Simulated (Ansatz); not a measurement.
A relaxed cell of YN (Fm-3m (No. 225)), relaxed on a k-mesh at least as fine as the one used below. Calculation: r2SCAN (plane waves to 500 eV, PAW, scalar-relativistic; Ansatz, a first-principles code). Γ-centred k-mesh 12×6×12 on the run's cell, Fermi–Dirac smearing 0.05 eV.

```yaml
crystal:
  lattice:
    - [0.00000, 2.44787, 2.44787]
    - [4.89573, 0.00000, 4.89573]
    - [2.44787, 2.44787, 0.00000]
  atoms:
    - { symbol: N, position: [0.00000, 0.00000, 0.00000] }
    - { symbol: N, position: [0.00000, 0.50000, 0.00000] }
    - { symbol: Y, position: [0.50000, 0.25000, 0.50000] }
    - { symbol: Y, position: [0.50000, 0.75000, 0.50000] }
```

The atoms are displaced by (Å):

```tsv
atom	ux	uy	uz
N1	0.108	-0.071	-0.130
N2	-0.074	-0.062	-0.131
Y3	0.034	-0.084	-0.147
Y4	-0.005	0.011	-0.046
```

What forces (eV/Å) and pressure result?


```tsv
atom	Fx	Fy	Fz
N1	-0.94	0.34	-0.20
N2	1.03	-0.24	0.32
Y3	-0.31	0.38	0.10
Y4	0.21	-0.47	-0.23
```

Pressure +1.0 GPa.

Estimate the energy cost of the displacement in the harmonic approximation and compare with the calculation.

For a harmonic well ΔE = −½ Σ F·u = 0.128 eV a cell, or 32 meV/atom. The calculated energy relative to the undisplaced cell is +0.032 eV/atom, so the harmonic estimate holds well.

No spin polarisation in the result.

The run that gave the undisplaced cell could not lose the symmetry of its start; a randomly shaken copy of 4 atoms returns to this structure.
